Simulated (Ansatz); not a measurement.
SiGe (I-4m2), relaxed with PBE (Ansatz, a program for electronic structure, plane waves, PAW): a = 3.962 Å, b = 3.962 Å, c = 28.053 Å, α = 90.00°, β = 90.00°, γ = 90.00°.

```
Quantity                         Value
-------------------------------  -----
gap (eV)                          0.33
ΔH_f (eV/atom)                    0.02
electron conductivity mass (mₑ)   0.25
```

Problem. The same phase is relaxed and computed with r²SCAN in the same code. What are the cell and these values now?

Solution. a = 3.925 Å, b = 3.925 Å, c = 27.773 Å, α = 90.00°, β = 90.00°, γ = 90.00°.

gap (eV): 0.53
ΔH_f (eV/atom): 0.01
electron conductivity mass (mₑ): 0.27

Typed or built starts, not in the databases checked: SiGe, I-4m2 (Pearson symbol tI20). All cells were relaxed under the symmetry of their starts (and spin orders); stability against distortions was not tested throughout. Spin–orbit coupling is left out wherever it is not named.

Potentials: the earlier of the program's two PAW sets.

Ansatz is a plane-wave DFT program.

Formation energies count from the lowest solids of the elements computed at the same level, not from gases.
